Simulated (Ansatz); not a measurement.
Notes on SrGa2B2

```
CELL_PARAMETERS angstrom
2.21762 3.84103 0.00000
-2.21762 3.84103 0.00000
0.00000 0.00000 4.74397
ATOMIC_POSITIONS crystal
Ga 0.33330 0.33340 0.46560
Ga 0.66670 0.66660 0.53440
B 0.33330 0.33340 0.10670
B 0.66670 0.66660 0.89330
Sr 0.00000 0.00000 0.00000
```

Single point in Ansatz 0.2.0 with PBE, no spin polarisation. Cutoff 420 eV, PAW datasets, 9×9×7 Γ-centred k mesh, fermi-dirac filling (width 0.0143 eV).

(1) What is the formation energy?

(2) What happens at the Fermi level?

(3) What does the stress say?

(4) Which atom feels the largest force, and which way?

(5) Which element gives electrons and which takes them?

Origin: a known structure type with other elements, at an estimated volume, so it need not be a known compound. Caveats: atoms or cell far from equilibrium.

Results:

(1) 1.40 eV an atom against the elements' usual phases (free molecules for gases, crystals otherwise, with no correction for O₂ or N₂), so at this geometry it isn't bound against them. Relaxing would lower it.

(2) It is a metal, with about 2.2 states/eV a cell as the mean within 0.25 eV of the Fermi level, mostly B p (50 %) and Ga p (28 %).

(3) The pressure is 23.6 GPa (compression positive), so with the atoms held at these fractions the cell would first expand; the forces are large, so a full relaxation may end otherwise. The principal stresses 9.5, 9.5, 51.8 GPa differ, so its shape would change too.

(4) The largest is on B4 (and as large on other atoms): 7.49 eV/Å, components (0.00, 0.00, 7.49). It makes 180° with the line to a nearest neighbour, Ga2 at 1.70 Å, pointing away from it.

(5) Bader charges in e: Sr +1.24, Ga -0.08, B -0.54. In the mean Sr gives up most and B takes most.
